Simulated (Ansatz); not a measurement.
The start is a relaxed WC cell, doubled along one cell vector, shaken by Gaussian noise of σ = 0.08 Å a coordinate. The cell and all atomic positions are relaxed at zero pressure with PBEsol (plane waves to 420 eV, PAW, scalar-relativistic; Ansatz, a program for electronic structure). The first steps use a coarse 8×4×8 k-mesh.

Initial structure:
```
CELL_PARAMETERS angstrom
      0.00000     6.52414     2.99179
      3.65387     0.00000     5.98358
      1.82694     6.52414     0.00000
ATOMIC_POSITIONS crystal
  C  0.59469 0.28132 0.91397
  C  0.56276 0.79600 0.93734
  C  0.06986 0.03969 0.42077
  C  0.03234 0.55023 0.47112
  C  0.82371 0.42444 0.16552
  C  0.86963 0.92364 0.11717
  W  0.64771 0.48911 0.05850
  W  0.68056 0.98156 0.01130
  W  0.96082 0.32352 0.36147
  W  0.96658 0.83416 0.33547
  W  0.14418 0.12327 0.85203
  W  0.18181 0.58178 0.82369
```

What is the largest force in the starting geometry, and on which atom (counted from 1)?

About 7.9 eV/Å, on W7 (atoms numbered as listed).

By how much does the energy per atom fall from start to end?

0.45 eV/atom.

How does the volume change?

-8.6 %, from 11.89 to 10.87 Å³/atom.

Is the parent structure recovered?

It does not go back: it reaches C2/m (No. 12), 0.28 eV/atom below the parent.

How do the shortest distances between atoms change?

The closest pairs of elements (up to four, under 3.6 Å), start → end: C–C 1.75 → 1.45 Å; C–W 1.85 → 2.07 Å; W–W 2.65 → 2.95 Å.

Is the relaxed structure metallic? Give its gap.

Zero (metallic).

Give the final cell and atomic positions.


```cif
data_C6W6
_chemical_formula_sum 'C6 W6'
_space_group_name_H-M_alt 'C2/m'
_space_group_IT_number 12
_space_group_name_Hall '-C 2y'
_cell_length_a 4.35472
_cell_length_b 4.21554
_cell_length_c 7.22978
_cell_angle_alpha 90.000
_cell_angle_beta 100.763
_cell_angle_gamma 90.000
loop_
_space_group_symop_operation_xyz
  'x, y, z'
  '-x, -y, -z'
  '-x, y, -z'
  'x, -y, z'
  'x+1/2, y+1/2, z'
  '-x+1/2, -y+1/2, -z'
  '-x+1/2, y+1/2, -z'
  'x+1/2, -y+1/2, z'
loop_
_atom_site_label
_atom_site_type_symbol
_atom_site_symmetry_multiplicity
_atom_site_Wyckoff_symbol
_atom_site_fract_x
_atom_site_fract_y
_atom_site_fract_z
_atom_site_occupancy
C1 C 4 h 0.50000 0.32775 0.50000 1
C2 C 2 b 0.00000 0.50000 0.00000 1
W1 W 4 i 0.10748 0.50000 0.29116 1
W2 W 2 a 0.00000 0.00000 0.00000 1
```
(The calculation used a cell of 6 atoms; values per cell refer to that cell.)

Final values are on a 14×14×6 k-mesh of the relaxed cell. No spin polarisation in the result.

The relaxed structure here is a generated cell of WC: the first start was made by a random draw of sites in a space group, and the end was not matched to a known phase here, so it may be hypothetical. Known forms of WC include space group No. 187.
